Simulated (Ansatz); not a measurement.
Computed with Ansatz 0.2.0, DFT PBE, scalar-relativistic, plane waves, PAW. Settings: cutoff 420 eV, Γ-centred meshes spaced at most about 0.3 Å⁻¹, and about 0.25 Å⁻¹ or finer for metals (2π included), Gaussian smearing. No spin polarisation in the final relaxations.

These are static total energies at zero pressure.

Two forms of Lu₂SiF₃ were relaxed alike.

1. Space group P6/mmm (No. 191), hexagonal, a = 7.226 Å, c = 3.317 Å. Around Lu lie 3 F at 2.09 Å; Si is surrounded by 2 Si at 3.32 Å (long against covalent radii, as for large ions); F is surrounded by 2 Lu at 2.09 Å.

2. Space group P4/mmm (No. 123), tetragonal, a = 3.239 Å, c = 9.777 Å. Lu is surrounded by 4 F at 2.30 Å and 1 Si at 2.72 Å; Si has 2 Lu at 2.72 Å, 4 Si at 3.24 Å and 8 F at 3.42 Å; F on a site of symmetry 4mm has 4 Lu at 2.30 Å, 1 F at 2.35 Å, 4 F at 3.24 Å and 4 Si at 3.42 Å; F on a site of symmetry 4/mmm has 2 F at 2.35 Å (long against covalent radii, as for large ions).

**Question.** Which form is favoured at zero pressure, and by what margin per atom?

**Answer.** Cell 1 is lower, by 100 meV/atom. Cell 1 has space group P6/mmm (No. 191), 25.0 Å³/atom and no gap on its mesh; cell 2 has space group P4/mmm (No. 123), 17.1 Å³/atom and no gap. The shortest distance is 2.09 Å (Lu–F) in cell 1 and 2.30 Å (Lu–F) in cell 2. The lower one is the more open, so pressure narrows the difference. Both come from invented guesses. A third cell relaxed alike, in P6/mmm, lies 0.38 eV/atom below the lower of the two.

In P6/mmm, P4/mmm an odd number of electrons in the primitive cell allows no gap without spin; a larger cell or a magnetic state could open one. A magnetic state wasn't ruled out in cells without spin, among them P6/mmm, P4/mmm. Cells relaxed within their symmetry can be saddle points.
